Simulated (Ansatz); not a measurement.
This cell of K$_{2}$CO$_{3}$ (space group C2/c) is off equilibrium:

```
CELL_PARAMETERS angstrom
      2.67191    -4.77619     0.00000
      2.67191     4.77619     0.00000
     -1.17799     0.00000     6.40511
ATOMIC_POSITIONS crystal
  K  0.33237 0.66763 0.25000
  K  0.66763 0.33237 0.75000
  K  0.00000 0.00000 0.00000
  K  0.00000 0.00000 0.50000
  C  0.33405 0.66595 0.75000
  C  0.66595 0.33405 0.25000
  O  0.77349 0.57531 0.17780
  O  0.22651 0.42469 0.82220
  O  0.42469 0.22651 0.32220
  O  0.57531 0.77349 0.67780
  O  0.80064 0.19936 0.25000
  O  0.19936 0.80064 0.75000
```

These are PBEsol (plane waves to 420 eV, PAW, scalar-relativistic; Ansatz, a first-principles code) values and carry that method's errors. k mesh 6×6×4 (Γ-centred), Fermi-Dirac smearing 0.05 eV. E stands for the smeared free energy. Stress and pressure are positive under compression. K2CO3 was relaxed with its symmetry unable to fall. This is one of several known forms of K2CO3; the measured ambient cells at hand have space group No. 14.

Task: What is the stress tensor (GPa)?

Result: 
```
    7.8      0.0     -1.7
    0.0      7.7      0.0
   -1.7      0.0      5.1
```
The pressure, a third of the trace, is 6.9 GPa.

Task: It is the relaxed cell scaled evenly to V/V₀ = 0.880, atoms relaxed where free. What is its energy relative to the relaxed cell?

Result: 34.6 meV/atom.

(A scan under strain: stresses follow from slopes of the energy per volume, elastic moduli from its curvatures.)
